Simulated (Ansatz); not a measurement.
Given:

AgBr (rock salt)

```cif
data_Ag4Br4
_chemical_formula_sum 'Br4 Ag4'
_space_group_name_H-M_alt 'Fm-3m'
_space_group_IT_number 225
_space_group_name_Hall '-F 4 2 3'
_cell_length_a 5.67394
_cell_length_b 5.67394
_cell_length_c 5.67394
_cell_angle_alpha 90.000
_cell_angle_beta 90.000
_cell_angle_gamma 90.000
loop_
_atom_site_label
_atom_site_type_symbol
_atom_site_symmetry_multiplicity
_atom_site_Wyckoff_symbol
_atom_site_fract_x
_atom_site_fract_y
_atom_site_fract_z
_atom_site_occupancy
Br1 Br 4 a 0.00000 0.00000 0.00000 1
Ag1 Ag 4 b 0.50000 0.50000 0.50000 1
```
(The calculation used a cell of 2 atoms; values per cell refer to that cell.)

This relaxed cell (volume V₀) is scaled evenly in all directions, its shape held. Symmetry pins the atoms to their sites.

All values below come from PBEsol (plane waves to 420 eV, PAW, scalar-relativistic; Ansatz, a quantum-chemistry and plane-wave program). k mesh 10×10×10 (Γ-centred), Fermi-Dirac smearing 0.05 eV. E stands for the smeared free energy. Stress and pressure are positive under compression. AgBr was relaxed with its symmetry unable to fall. The zero of ΔE is the relaxed starting cell.

The scan covers V/V₀ from 0.940 to 1.060 in 11 points.

Q: What bulk modulus B₀ follows from a third-order Birch-Murnaghan fit?

A: 52.3 GPa.

Q: What is the fitted pressure derivative B₀′?

A: 5.4.

(A scan under strain: stresses follow from slopes of the energy per volume, elastic moduli from its curvatures.)
